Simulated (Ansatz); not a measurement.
Given:

NaH:
```cif
data_HNa
_chemical_formula_sum 'Na1 H1'
_space_group_name_H-M_alt 'P 1'
_space_group_IT_number 1
_cell_length_a 3.38802
_cell_length_b 3.38802
_cell_length_c 3.38802
_cell_angle_alpha 60.000
_cell_angle_beta 60.000
_cell_angle_gamma 60.000
loop_
_space_group_symop_operation_xyz
  'x, y, z'
loop_
_atom_site_label
_atom_site_type_symbol
_atom_site_fract_x
_atom_site_fract_y
_atom_site_fract_z
_atom_site_occupancy
Na1 Na 0.00000 0.00000 0.00000 1
H1 H 0.50000 0.50000 0.50000 1
```

This is the PBEsol-relaxed structure.

Task: All from DFT-PBEsol in the program Ansatz with PAW potentials, unless another level is named. Estimate the electronic dielectric constant ε∞ (DFPT).

Result: 3.25.

Task: Give the Born charges (a third of the trace).

Result: Na +0.96, H -0.96 e.

Task: What about the static dielectric constant ε0 (ions relaxed, cell fixed)?

Result: 9.57.

Space group Fm-3m (rock salt). Symmetry was held in the PBEsol relaxation; of distortions, only those at the zone centre were tested.

Potentials: the later of the program's two PAW sets.
